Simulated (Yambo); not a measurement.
Excitons in K2PtBr6

```
CELL_PARAMETERS angstrom
      0.00000     5.18401     5.18401
      5.18401     0.00000     5.18401
      5.18401     5.18401     0.00000
ATOMIC_POSITIONS crystal
  K  0.25000 0.25000 0.25000
  K  0.75000 0.75000 0.75000
  Br 0.23953 0.76047 0.23953
  Br 0.76047 0.23953 0.76047
  Br 0.23953 0.76047 0.76047
  Br 0.76047 0.23953 0.23953
  Br 0.23953 0.23953 0.76047
  Br 0.76047 0.76047 0.23953
  Pt 0.00000 0.00000 0.00000
```

The geometry is that of Materials Project entry mp-27691, symmetrised and not relaxed again.

BSE in Yambo on LDA (pw.x of Quantum ESPRESSO, ONCV potentials, scalar-relativistic) bands: 4×4×4 mesh, 20 valence and 5 conduction bands, static screening with 140 bands and a 3 Ry block, scissor 2.04 eV, Tamm-Dancoff; field along x.

```json
[
 {"state": "1", "energy (eV)": "2.41", "states within 2 meV": "3", "relative strength": "0.26", "class": "dark", "main transitions": "several band pairs"},
 {"state": "2", "energy (eV)": "2.59", "states within 2 meV": "3", "relative strength": "1.00", "class": "dark", "main transitions": "VB → CB (88 %)"},
 {"state": "3", "energy (eV)": "2.78", "states within 2 meV": "3", "relative strength": "0.23", "class": "dark", "main transitions": "several band pairs"},
 {"state": "4", "energy (eV)": "2.87", "states within 2 meV": "3", "relative strength": "0.05", "class": "dark", "main transitions": "several band pairs"},
 {"state": "5", "energy (eV)": "2.92", "states within 2 meV": "3", "relative strength": "0.18", "class": "dark", "main transitions": "VB → CB (61 %)"},
 {"state": "6", "energy (eV)": "2.98", "states within 2 meV": "3", "relative strength": "0.01", "class": "dark", "main transitions": "several band pairs"}
]
```

These are vertical excitations (zero momentum). The direct quasiparticle gap on this mesh is 2.98 eV; counted from there, state 1 is bound by 0.57 eV. Convergence with the mesh was not shown.

States at or above the direct gap are the continuum as this mesh samples it, not bound excitons.

Spin singlets only. Strengths are relative to the strongest of the lowest states of this run; strong means a line over 3 % of the spectrum's maximum, dark under 0.03 %. Absolute energies carry the error of the G0W0 scissor, whose convergence isn't established.

Spin-orbit coupling is left out, which matters for elements this heavy: edges can move by tenths of an eV.
